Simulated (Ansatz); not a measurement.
Starting cell, AgCl (rock salt):

```yaml
crystal:
  lattice:
    - [0.00000, 5.61150, 5.61150]
    - [2.80575, 0.00000, 2.80575]
    - [2.80575, 2.80575, 0.00000]
  atoms:
    - { symbol: Cl, position: [0.00000, 0.00000, 0.00000] }
    - { symbol: Cl, position: [0.50000, 0.00000, 0.00000] }
    - { symbol: Ag, position: [0.25000, 0.50000, 0.50000] }
    - { symbol: Ag, position: [0.75000, 0.50000, 0.50000] }
```

A phonon eigenvector at L = (0.5, 0.0, 0.0) is frozen into this cell: atom i moves by Q times the vector below, so Q is the largest atomic displacement, in Å. The cell is held. It is one choice among 2 degenerate patterns. (q is in reciprocal vectors of the primitive cell; the cell shown is doubled to hold the pattern.)

```csv
atom,x,y,z
Cl1,-0.285,0.520,-0.805
Cl2,0.285,-0.520,0.805
```

Atoms not listed stay in place.

Calculation: PBE (plane waves to 420 eV, PAW, scalar-relativistic; Ansatz, a program for electronic structure). k mesh 5×10×10 (Γ-centred), Fermi-Dirac smearing 0.05 eV. AgCl was relaxed with its symmetry unable to fall. 

```csv
Q (Å),−dE/dQ from forces (eV/Å)
-0.180,0.046
-0.150,0.030
-0.120,0.019
-0.090,0.011
-0.060,0.006
-0.030,0.002
0.000,0.000
0.030,-0.002
0.060,-0.006
0.090,-0.011
0.120,-0.019
0.150,-0.030
0.180,-0.046
```

Task: What harmonic wavenumber does the curvature at Q = 0 give?

Result: 16 cm⁻¹. E″ = 0.07 eV/Å², M = Σ mᵢ|uᵢ|² = 70.9 u, ν̃ = 521.5·√(|E″|/M).

(A displaced cell: forces are minus the slopes of the energy, force constants its curvatures, and phonons follow from these.)
